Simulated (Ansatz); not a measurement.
TiN:
```yaml
crystal:
  lattice:
    - [0.00000, 2.10183, 2.10183]
    - [2.10183, 0.00000, 2.10183]
    - [2.10183, 2.10183, 0.00000]
  atoms:
    - { symbol: Ti, position: [0.00000, 0.00000, 0.00000] }
    - { symbol: N, position: [0.50000, 0.50000, 0.50000] }
```

Relaxed with PBEsol. Special points in fractions of this cell's reciprocal vectors: Γ (0.000, 0.000, 0.000); X (0.500, 0.000, 0.500); U (0.625, 0.250, 0.625); K (0.375, 0.375, 0.750); L (0.500, 0.500, 0.500); W (0.500, 0.250, 0.750).

Problem. List the band energies nearest the Fermi level at these points for PBEsol (plane waves, PAW; program Ansatz).

Solution. In eV from the Fermi level; about four levels below and three above (degenerate sets whole), none deeper than 8.9 eV; … stands for higher levels left out; points with the same levels are listed once.

```
k                                below           above
-  -----------------------------------  --------------
Γ  -2.04 -2.04 -2.04 -0.64 -0.64 -0.64               …
X              -5.90 -3.25 -3.25 -3.23  1.74 2.54 2.54
U              -5.95 -5.81 -4.55 -0.48  2.11 2.46 3.83
L                    -8.28 -5.63 -5.63  1.80 1.80 2.50
W                    -5.58 -5.58 -5.49  0.98 0.98 2.55
```

Space group Fm-3m (rock salt). The cell was relaxed with PBEsol under the symmetry of its start. The run is not spin-polarised. With an odd number of electrons in the cell and no spin polarisation, the count alone makes it a metal.

Potentials: the earlier of the program's two PAW sets. The files were generated under PBE; for other functionals the program regenerates the frozen cores, and for LDA and PBEsol the local potential too.
